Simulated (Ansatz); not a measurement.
# Profile along the Pd–Pd line in Pd (fcc, Cu type)

Pd (fcc, Cu type)

```xyz
1
Lattice="0.0000 1.9714 1.9714 1.9714 0.0000 1.9714 1.9714 1.9714 0.0000" Properties=species:S:1:pos:R:3 pbc="T T T"
Pd     0.0000     0.0000     0.0000
```

Fields along a shortest Pd–Pd line of a {111} plane (2.79 Å), from Pd to Pd, interpolated on the slice's grid (step about 0.2 Å). Calculation: PBE (plane waves to 420 eV, PAW, scalar-relativistic; Ansatz, a first-principles code). k mesh 20×20×20. Inside the PAW spheres the values are not all-electron values, and peaks at nuclei hang on which shells count as valence. Pd is run without spin polarisation. Pd was relaxed with its symmetry unable to fall.

```json
[
 {"distance from Pd (Å)": "0.00", "valence electron density (e/Å³)": "13.87", "electron localisation function": "x"},
 {"distance from Pd (Å)": "0.28", "valence electron density (e/Å³)": "12.47", "electron localisation function": "x"},
 {"distance from Pd (Å)": "0.56", "valence electron density (e/Å³)": "6.72", "electron localisation function": "0.53"},
 {"distance from Pd (Å)": "0.84", "valence electron density (e/Å³)": "1.57", "electron localisation function": "0.41"},
 {"distance from Pd (Å)": "1.12", "valence electron density (e/Å³)": "0.43", "electron localisation function": "0.21"},
 {"distance from Pd (Å)": "1.40", "valence electron density (e/Å³)": "0.28", "electron localisation function": "0.20"},
 {"distance from Pd (Å)": "1.67", "valence electron density (e/Å³)": "0.43", "electron localisation function": "0.21"},
 {"distance from Pd (Å)": "1.95", "valence electron density (e/Å³)": "1.57", "electron localisation function": "0.41"},
 {"distance from Pd (Å)": "2.23", "valence electron density (e/Å³)": "6.72", "electron localisation function": "0.53"},
 {"distance from Pd (Å)": "2.51", "valence electron density (e/Å³)": "12.47", "electron localisation function": "x"},
 {"distance from Pd (Å)": "2.79", "valence electron density (e/Å³)": "13.87", "electron localisation function": "x"}
]
```

x: too close to a nucleus for the ELF to mean much.

Density on the Pd–Pd line (2.79 Å) at its midpoint: 0.28 e/Å³. ELF at that point: 0.20.
